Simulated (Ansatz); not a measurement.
ScIr3:
```xyz
4
Lattice="3.9183 0.0000 0.0000 0.0000 3.9183 0.0000 0.0000 0.0000 3.9183" Properties=species:S:1:pos:R:3 pbc="T T T"
Sc     0.0000     0.0000     0.0000
Ir     0.0000     1.9592     1.9592
Ir     1.9592     0.0000     1.9592
Ir     1.9592     1.9592     0.0000
```

Relaxed with r²SCAN.

Task: Give the Bader charges and basin volumes of the independent atoms, r²SCAN (plane waves, PAW; program Ansatz).

Result: 

```
atom  Bader charge (e)  Bader volume (Å³)
----  ----------------  -----------------
Sc1              +1.64                8.6
Ir2              -0.55               17.2
```

Space group Pm-3m (Cu3Au type). The first step of the workflow began from a Materials Project structure, measured or hypothetical; the Crystallography Open Database copy checked does not list it. Whether it is the stable phase at ambient conditions was not checked. The r²SCAN relaxation kept the symmetry of its start; whether a distortion lowers the energy is not shown. No spin polarisation was allowed. Spin–orbit coupling is left out wherever it is not named.

Potentials: the later of the program's two PAW sets.
